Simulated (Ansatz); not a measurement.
Total density of states per atom from LDA (plane waves, PAW; program Ansatz), in 0.25 eV bins, energy from the valence-band maximum:

| E (eV) | states/eV/atom |
|---|---|
| -7.85 | 1.20 |
| -7.60 | 0.13 |
| -7.35 | 0.00 |
| -7.10 | 0.00 |
| -6.85 | 0.00 |
| -6.60 | 0.00 |
| -6.35 | 0.00 |
| -6.10 | 0.00 |
| -5.85 | 0.00 |
| -5.60 | 0.00 |
| -5.35 | 0.00 |
| -5.10 | 0.00 |
| -4.85 | 0.00 |
| -4.60 | 0.17 |
| -4.35 | 0.68 |
| -4.10 | 0.48 |
| -3.85 | 0.37 |
| -3.60 | 0.26 |
| -3.35 | 0.03 |
| -3.10 | 0.21 |
| -2.85 | 0.56 |
| -2.60 | 0.59 |
| -2.35 | 0.54 |
| -2.10 | 0.77 |
| -1.85 | 0.04 |
| -1.60 | 0.08 |
| -1.35 | 0.18 |
| -1.10 | 0.38 |
| -0.85 | 1.17 |
| -0.60 | 1.45 |
| -0.35 | 0.81 |
| -0.10 | 0.55 |
| 0.15 | 0.00 |
| 0.40 | 0.00 |
| 0.65 | 0.00 |
| 0.90 | 0.00 |
| 1.15 | 0.00 |
| 1.40 | 0.00 |
| 1.65 | 0.00 |
| 1.90 | 0.00 |
| 2.15 | 0.00 |
| 2.40 | 0.00 |
| 2.65 | 0.01 |
| 2.90 | 0.26 |
| 3.15 | 0.26 |
| 3.40 | 0.13 |
| 3.65 | 0.00 |
| 3.90 | 0.00 |
| 4.15 | 0.00 |
| 4.40 | 0.00 |
| 4.65 | 0.00 |
| 4.90 | 0.02 |
| 5.15 | 0.03 |
| 5.40 | 0.06 |
| 5.65 | 0.08 |
| 5.90 | 0.06 |
| 6.15 | 0.06 |
| 6.40 | 0.07 |
| 6.65 | 0.09 |
| 6.90 | 0.12 |
| 7.15 | 0.14 |
| 7.40 | 0.30 |

Task: Pick the material that matches.
A) K2H6PbO6, R-3 (K on 6c, H on 18f, Pb on 3a, O on 18f)
B) SrTiO3, cubic perovskite
C) Sr2H3NO6, P-62m (Pearson symbol hP12)
D) ZrN, rock salt

Result: C, Sr2H3NO6, P-62m (Pearson symbol hP12). Top 1 eV of the valence band: O 2p 94 %. Bottom 1 eV of the conduction band: O 2p 58 %, N 2p 36 %. Projections are on Löwdin-orthogonalised atomic valence shells; empty p or d shells of many metals are not among them.

The workflow started from a Materials Project entry (that database holds measured and hypothetical structures alike); the Crystallography Open Database files this formula in space group No. 189, but the cells were not matched. Whether it is the stable phase at ambient conditions was not checked. The cell was relaxed with LDA under the symmetry of its start. At this level the phase is dynamically unstable (imaginary phonons). Spin–orbit coupling is left out wherever it is not named.

Potentials: the later of the program's two PAW sets.
